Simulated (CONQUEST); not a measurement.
CONQUEST run on MgZn3S4 (P-43m, 8 atoms in the cell; from Materials Project mp-1120718, lattice scaled a little): self-consistent single point.

All values come from this method and carry its errors: LDA (PW92), numerical atomic orbitals double-zeta with polarisation (the shipped basis), PseudoDojo norm-conserving potentials made for LDA (CONQUEST 1.3).

```yaml
crystal:
  lattice:
    - [5.33807, 0.00000, 0.00000]
    - [0.00000, 5.33807, 0.00000]
    - [0.00000, 0.00000, 5.33807]
  atoms:
    - { symbol: Mg, position: [0.50000, 0.50000, 0.50000] }
    - { symbol: Zn, position: [0.00000, 0.00000, 0.50000] }
    - { symbol: Zn, position: [0.50000, 0.00000, 0.00000] }
    - { symbol: Zn, position: [0.00000, 0.50000, 0.00000] }
    - { symbol: S, position: [0.75633, 0.75633, 0.24367] }
    - { symbol: S, position: [0.75633, 0.24367, 0.75633] }
    - { symbol: S, position: [0.24367, 0.24367, 0.24367] }
    - { symbol: S, position: [0.24367, 0.75633, 0.75633] }
```

Reference input (self-consistent single point, DFT, LDA (PW92), numerical atomic orbitals double-zeta with polarisation (the shipped basis), PseudoDojo norm-conserving potentials made for LDA): basis = DZP; Diag.MPMeshX, Y, Z = 3 3 3; potentials = PseudoDojo norm-conserving LDA; Grid.GridCutoff = 175 Ha; DM.SolutionMethod = diagon; Diag.kT = 0.0001 Ha; Diag.GammaCentred = true; minE.SCTolerance = 1.0e-07; SC.MaxIters = 100; SC.LinearMixingFactor = 0.3; AtomMove.TypeOfRun = static. This run's input differs from it in these lines:

```diff
@@ -19,5 +19,5 @@
 Diag.MPMesh                    T
-Diag.MPMeshX                   3
-Diag.MPMeshY                   3
-Diag.MPMeshZ                   3
+Diag.MPMeshX                   8
+Diag.MPMeshY                   8
+Diag.MPMeshZ                   8
 Diag.GammaCentred              T
```

The program printed (abridged):

```
    new_SC_potl: Starting.  Tolerance:  0.10000E-06

    PulayMixSC: Starting Pulay mixing, A_up =  0.300 A_dn =  0.300
    PulayMixSC: Spin non-polarised calculation.
          Harris-Foulkes Energy            :      -730.531918469610901 Ha
          (TS=0 as O(N) or entropic contribution is negligible)
          DFT Total Energy                 :      -730.346194117761797 Ha
          Total number of electrons        :        93.999999999994898
    PulayMixSC: Pulay iteration     1 residual:              0.17807E-02
          Harris-Foulkes Energy            :      -730.460346407552493 Ha
   [... lines left out ...]
          (TS=0 as O(N) or entropic contribution is negligible)
          DFT Total Energy                 :      -730.450954664779488 Ha
          Total number of electrons        :        94.000053920306883
    PulayMixSC: Pulay iteration     8 residual:              0.50688E-06
          Harris-Foulkes Energy            :      -730.450954665915333 Ha
          (TS=0 as O(N) or entropic contribution is negligible)
          DFT Total Energy                 :      -730.450954665841664 Ha
          Total number of electrons        :        94.000053930163304
    PulayMixSC: Pulay iteration     9 residual:              0.71157E-07
    PulayMixSC: Reached SCF tolerance of  0.71157E-07 after      9 iterations
      | Number of electrons      =        94.000054
      |* band energy as 2Tr[K.H] =      -127.521675223886703 Ha
      |  screened ion-ion energy =      -618.193833323623153 Ha
      |  Ha correction           =         4.438855027687959 Ha
      |  XC correction           =        10.825700001190565 Ha
      |* Harris-Foulkes energy   =      -730.450954665915333 Ha
      |* DFT total energy        =      -730.450954665841664 Ha
      |  estimated accuracy      =        -0.000000000073669 Ha

    force: Forces on atoms (Ha/a0)
    force:  Atom   X              Y              Z
    force:     1  -0.0000000000  -0.0000000000  -0.0000000000
    force:     2   0.0000000000   0.0000000000  -0.0000000000
   [... lines left out ...]
    force: Maximum force :        0.00154021(Ha/a0) on atom         6 in z direction
   [... lines left out ...]
    force: Force Residual:        0.00188637 Ha/a0
    force: Total stress:         -4.14658743     0.00000000     0.00000000 GPa
                            -0.00000000    -4.14658743     0.00000000
                             0.00000000     0.00000000    -4.14658743
    force: Average pressure:      4.14658743 GPa

    force: Finished force
    get_E_and_F: Change in energy during last step of electronic optimisation:  0.30943E-08
```

The run converged in 9 iterations. CONQUEST prints the stress tensor with tension positive. Against the reference run the free energy falls by 1.8 meV/atom, the pressure moves little (4.16 to 4.15 GPa) and the largest force moves little (0.136 to 0.137 eV/Å).

The program uses no crystal symmetry, so grid and mesh can part values that symmetry would make equal. The atom-centred basis is finite, which shifts total energies, pressures and forces against plane waves. This run is one point of a test of settings, so its values need not be converged; read them against the reference run alone. The structure comes from a collection of computed structures, made at another level of theory; the collection holds predicted forms beside known ones. Its lattice was then scaled.

Cost on one core: around 4 core-minutes (rough).
